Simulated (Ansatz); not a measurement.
# Formation energy of CdTe

```
Cd Te
1.0
     0.00000    3.30869    3.30869
     3.30869    0.00000    3.30869
     3.30869    3.30869    0.00000
Cd Te
1 1
Direct
  0.00000 0.00000 0.00000
  0.25000 0.25000 0.25000
```

The cell comes from a relaxation on PAW files under the same functional, begun from a database entry that needn't be the ground state.

All numbers are PBE results (scalar-relativistic) from Ansatz 0.2.0, with a Γ-centred 11×11×11 k mesh, Fermi–Dirac smearing of 0.05 eV, no spin polarisation. Methods: LAPW: all electrons, basis error target 0.5 meV/atom; PAW: frozen-core files, cutoff 420 eV.

The elements are taken as Cd hcp, Te trigonal Te, each relaxed on PAW files under the same functional and computed by the same method as the compound; zero-point and thermal terms are left out. PBE lacks dispersion, which leaves layered or molecular solids underbound, be they references or the compound itself.

Spin–orbit coupling is left out, which matters for the heavy atoms. The relaxed volume lies +10 % from the database entry's, so this cell isn't the real material's; missing dispersion or a faulty entry can cause that.

Problem. Give the formation energy by each method, with the residual pressure at this cell and the LAPW gap.

Solution. 

```tsv
method	ΔE(formation) (eV/atom)	P at this cell (GPa)	gap (eV)
LAPW	-0.464	0.03	0.59
PAW	-0.465	0.01	–
```

Problem. Give the LAPW value for one formula unit in kJ/mol.

Solution. -0.464 eV/atom × 2 atoms × 96.485 kJ/(mol·eV) = -89.5 kJ/mol, at zero temperature and without zero-point motion.

Problem. How does the cell move when LAPW relaxes it further?

Solution. It takes no step: the LAPW pressure of 0.03 GPa and the forces already lie within the run's tolerances.
